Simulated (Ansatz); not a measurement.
Values for one crystal, relaxed and computed with plane-wave PAW r²SCAN (Ansatz code); other levels are named.

| Property | Result |
|---|---|
| Volume per atom | 18.75 Å³ |
| Electronic character | metallic (no gap) |
| Formation energy from the elements (no fitted shifts) | -0.76 eV/atom |
| Density of states at the Fermi level | 0.61 states/eV per atom (mean over ±0.08 eV) |

Problem. Pick the material that matches.
A. Nd2ScSi2, P4/mbm (Nd on 4h, Sc on 2a, Si on 4g)
B. HfCuGe, I4/mmm (Hf on 4e, Cu on 4c, Ge on 4e)
C. Hf3Ge2, P4/mbm (Hf on 2a, Hf on 4h, Ge on 4g)
D. HfGeTe, P4/nmm (Hf on 2c, Ge on 2a, Te on 2c)

Solution. C, Hf3Ge2, P4/mbm (Hf on 2a, Hf on 4h, Ge on 4g)

The first step of the workflow began from a Materials Project structure, measured or hypothetical; the Crystallography Open Database copy checked does not list it. Its standing as an ambient phase is unchecked. The cell was relaxed with r²SCAN under the symmetry of its start; its stability against distortions is not shown here. The run is not spin-polarised. The references are the lowest solids computed at this level, not always the standard phases. Spin–orbit coupling is left out wherever it is not named.

Potentials: the later of the program's two PAW sets.
